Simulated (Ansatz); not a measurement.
Values for one crystal, relaxed and computed with LDA in the plane-wave PAW code Ansatz; other levels are named.

| Item | Value |
|---|---|
| Volume per atom | 17.75 Å³ |
| Electronic character | metallic (no gap) |
| Mechanical stability | unstable (C has a negative eigenvalue) |
| Pressure derivative B′ | 3.6 |
| Density of states at the Fermi level | 1.2 states/eV per atom (mean over ±0.08 eV) |
| Elastic constants (relaxed ions, GPa) | C11 = 79.1, C12 = 277, C44 = 20.9 |
| Bulk modulus (Birch–Murnaghan fit) | 212 GPa |

Task: Which compound is it?
(A) Cu, fcc (Cu type)
(B) Os, fcc (Cu type)
(C) Ta, fcc (Cu type)
(D) Ag, fcc (Cu type)

Result: C, Ta, fcc (Cu type)

Space group Fm-3m (fcc (Cu type)). The workflow started from a Materials Project entry (that database holds measured and hypothetical structures alike); the Crystallography Open Database files this formula in space group No. 225, but the cells were not matched. It is not the phase usual at ambient conditions (space group No. 229). Symmetry was held in the LDA relaxation. No spin polarisation was allowed. As this level gives no gap, shear constants depend on the k-mesh and smearing (Fermi–Dirac, 0.1 eV here). Spin–orbit coupling is left out wherever it is not named.

Potentials: the earlier of the program's two PAW sets. The files were generated under PBE; for other functionals the program regenerates the frozen cores, and for LDA and PBEsol the local potential too.
